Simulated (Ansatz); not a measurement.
BeS (NiAs type, P6_3/mmc) under volume change, PBE in the plane-wave PAW code Ansatz, shape and atoms relaxed at each volume.

| V (Å³/atom) | E − E(relaxed) (meV/atom) | P (GPa) |
|---|---|---|
| 11.261 | 39.4 | 12.24 |
| 11.632 | 16.6 | 7.55 |
| 12.003 | 4.0 | 3.50 |
| 12.374 | 0.0 | 0.00 |
| 12.746 | [?] | [?] |
| 13.117 | 13.7 | -5.65 |
| 13.488 | [?] | [?] |

**Question.** Some entries are withheld; supply them.

**Answer.** 
- 12.746, E − E(relaxed) (meV/atom): 3.6
- 12.746, P (GPa): -3.03
- 13.488, E − E(relaxed) (meV/atom): 29.5
- 13.488, P (GPa): -7.91

**Question.** What does a third-order Birch–Murnaghan fit give for V₀, B₀ and B′?

**Answer.** V₀ = 12.37 Å³/atom, B₀ = 108 GPa, B′ = 3.8.

The start of the workflow was typed in or built on a structure type; neither database checked (COD, Materials Project) lists it. COD files the formula under space group No. 216, so this cell is another polymorph or a model. Whether it is the stable phase at ambient conditions was not checked. The cell was relaxed with PBE under the symmetry of its start; whether a distortion lowers the energy is not shown.

Potentials: the earlier of the program's two PAW sets.
